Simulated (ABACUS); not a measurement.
A self-consistent single point of GaCuSe2 (I-42d, 8 atoms in the cell; from Materials Project mp-4840, changed as shown).

```
GaCuSe2
1.0
   -2.81992     2.81992     5.59196
    2.81992    -2.81992     5.59196
    2.81992     2.81992    -5.59196
Ga Cu Se
2 2 4
Direct
  0.25000   0.75000   0.50000
  0.50000   0.50000   0.00000
  0.75000   0.25000   0.50000
  0.00000   0.00000   0.00000
  0.12122   0.12500   0.49622
  0.87500   0.37122   0.99622
  0.62878   0.62500   0.50378
  0.37500   0.87878   0.00378
```

All values come from this method and carry its errors: PBE, numerical atomic orbitals DZP (confined pseudo-atomic orbitals with Gaussian additions; energy shift 0.01 Ry), PseudoDojo 0.5 standard norm-conserving PBE (tails mended) pseudopotentials run with ABACUS.

ABACUS settings:

| setting | value |
|---|---|
| basis | DZP numerical atomic orbitals, energy shift 0.01 Ry |
| KPT | Gamma 4 4 4 0 0 0 |
| basis_type | lcao |
| ecutwfc | 100 Ry |
| smearing_method | gaussian |
| smearing_sigma | 0.00734986 Ry |
| potentials | PseudoDojo 0.5 standard norm-conserving PBE (tails mended) |
| symmetry | 1 |
| symmetry_prec | 1e-05 |
| ks_solver | scalapack_gvx |
| scf_nmax | 100 |
| scf_thr | 1.0e-06 |
| mixing_type | pulay |

Results:

```
Property                                                   Value
------------------------------------------------  --------------
Number of valence electrons                                  128
Number of bands                                               77
Number of k-points after the program's reduction              13
Size of the basis                                            202
Number of SCF iterations                                       9
Free energy E − TS                                -27679.0879 eV
Pressure                                                2.14 GPa
```

Stress (GPa, positive for compression):
```
2.15  0.00  0.00
0.00  2.15  0.00
0.00  0.00  2.12
```

For comparison: a first run was changed to give this one (volume scaled by 1.02), and from it to this one the free energy goes down by 7.9 meV/atom and the pressure goes from 3.65 to 2.14 GPa.

The atom-centred basis is finite, which shifts total energies and pressures against plane waves. The structure comes from a collection of computed structures, made at another level of theory; the collection holds predicted forms beside known ones. No clean gap shows at this smearing width and mesh (spacing up to 0.39 Å⁻¹); the mesh is coarse for partly filled bands, so the values carry mesh errors. Semi-local functionals can close small gaps.

Cost on one core: very roughly 30 core-seconds.

The atomic orbitals were generated for these runs; they are not ABACUS's published sets and were checked against plane waves on a few crystals only.

“Tails mended”: in these copies of the files the far tail of each local potential was reset to the Coulomb form.
